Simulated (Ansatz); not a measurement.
Cu Kα1 powder pattern (kinematic, no thermal factors).
```json
{"2θ (°)": "13.92", "relative intensity": "9", "assignment": "1 1 1"}
{"2θ (°)": "16.08", "relative intensity": "100", "assignment": "2 0 0"}
{"2θ (°)": "22.82", "relative intensity": "16", "assignment": "2 2 0"}
{"2θ (°)": "26.83", "relative intensity": "2", "assignment": "3 1 1"}
{"2θ (°)": "32.49", "relative intensity": "26", "assignment": "4 0 0"}
{"2θ (°)": "36.46", "relative intensity": "26", "assignment": "4 2 0"}
{"2θ (°)": "40.08", "relative intensity": "3", "assignment": "4 2 2"}
{"2θ (°)": "46.62", "relative intensity": "11", "assignment": "4 4 0"}
{"2θ (°)": "49.63", "relative intensity": "11", "assignment": "6 0 0"}
{"2θ (°)": "52.51", "relative intensity": "7", "assignment": "6 2 0"}
{"2θ (°)": "57.97", "relative intensity": "2", "assignment": "4 4 4"}
{"2θ (°)": "59.94", "relative intensity": "1", "assignment": "7 1 1"}
{"2θ (°)": "60.58", "relative intensity": "8", "assignment": "6 4 0"}
{"2θ (°)": "63.12", "relative intensity": "5", "assignment": "6 4 2"}
{"2θ (°)": "65.00", "relative intensity": "1", "assignment": "7 3 1"}
{"2θ (°)": "68.05", "relative intensity": "2", "assignment": "8 0 0"}
{"2θ (°)": "70.45", "relative intensity": "5", "assignment": "8 2 0"}
{"2θ (°)": "72.81", "relative intensity": "2", "assignment": "6 6 0"}
{"2θ (°)": "75.15", "relative intensity": "1", "assignment": "6 6 2"}
{"2θ (°)": "77.45", "relative intensity": "3", "assignment": "8 4 0"}
{"2θ (°)": "79.74", "relative intensity": "2", "assignment": "8 4 2"}
{"2θ (°)": "82.01", "relative intensity": "2", "assignment": "6 6 4"}
{"2θ (°)": "86.52", "relative intensity": "1", "assignment": "8 4 4"}
{"2θ (°)": "88.77", "relative intensity": "3", "assignment": "10 0 0"}
```

The pattern is computed from a structure relaxed with DFT PBE, scalar-relativistic, plane waves, PAW in Ansatz. Collinear spin, ending at 1.0 μB a primitive cell. Its elements are C, Ca, Co, N.

Give the structure.

CaCoC6N6.
Space group Fm-3m (No. 225). a = 11.013 Å, b = 11.013 Å, c = 11.013 Å, α = 90.00°, β = 90.00°, γ = 90.00°
```
atom  site  symmetry       x       y       z
  Ca    4b      m-3m  0.5000  0.0000  0.0000
  Co    4a      m-3m  0.0000  0.0000  0.0000
   C   24e      4m.m  0.1711  0.0000  0.0000
   N   24e      4m.m  0.2770  0.0000  0.0000
```

A pattern alone doesn't exclude other cells with like lines; this is the one computed.

The cell was found from a structure generator's guess, not taken from experiment.
